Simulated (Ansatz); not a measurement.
MgO (CsCl type, Pm-3m), r²SCAN in the plane-wave PAW code Ansatz, all energies at zero smearing, with the estimated change up to a 700 eV cutoff added, with one set of potentials and settings (totals compare only within such a set). Cell of 2 atoms (1 Mg, 1 O): -2496.719 eV.

```tsv
element	reference phase	E (eV/atom)
Mg	P6_3/mmc, 2 atoms in the cell	-1926.4086
O	C2/m, 4 atoms in the cell, spin-polarised	-566.0281
```

Formation energy per atom, worked out: (-2496.719 − 1×(-1926.4086) − 1×(-566.0281))/2 = -2.141 eV/atom (-207 kJ per mol of atoms), at 0 K, without zero-point energy or fitted corrections.

This is a known high-pressure phase of the composition, computed here at zero pressure and temperature. The r²SCAN relaxation kept the symmetry of its start. At this level the phase is mechanically unstable. The references are the lowest solids computed at this level, not always the standard phases (solids in place of the gases).

Potentials: the later of the program's two PAW sets.
